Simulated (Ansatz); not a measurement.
The relaxed structure here is a generated cell of ZnNi: the first start was made by placing the elements on the sites of a structure type, and the end was not matched to a known phase here, so it may be hypothetical.

One starting cell of ZnNi (a generated trial cell of ZnNi in the AFLOW prototype AB_oP8_57_d_d (as in TlF)) was relaxed twice with Ansatz (plane waves, PAW, scalar-relativistic): with PBEsol at 420 eV and with PBE at 420 eV. The PBEsol result:

```xyz
8
Lattice="5.0468 0.0000 0.0000 0.0000 4.4230 0.0000 0.0000 0.0000 4.1627" Properties=species:S:1:pos:R:3 pbc="T T T"
Zn     1.8028     0.3423     1.0407
Zn     1.8028     1.8692     3.1220
Zn     3.2440     2.5538     1.0407
Zn     3.2440     4.0807     3.1220
Ni     4.4147     0.3885     1.0407
Ni     4.4147     1.8230     3.1220
Ni     0.6320     2.6000     1.0407
Ni     0.6320     4.0344     3.1220
```

| quantity | PBEsol | PBE |
|---|---|---|
| space group | Pbcm | Pbcm |
| volume (Å³/atom) | 11.61 | ___ |
| a (Å) | 5.047 | ___ |
| b (Å) | 4.423 | ___ |
| c (Å) | 4.163 | ___ |
| gap (eV, no spin-orbit coupling) | 0.00 | ___ |

Task: What does PBE give for the same quantities?

Result: 
- volume (Å³/atom), PBE: 12.25
- a (Å), PBE: 5.137
- b (Å), PBE: 4.502
- c (Å), PBE: 4.237
- gap (eV, no spin-orbit coupling), PBE: 0.00

Both levels end in the same structure; PBE's volume is 5.5 % larger. Neither column is exact.

No spin polarisation in the result. A magnetic state may lie lower.

The run could not lose the symmetry of its start; a randomly shaken copy of 8 atoms returns to this structure.

Ansatz is a first-principles code.
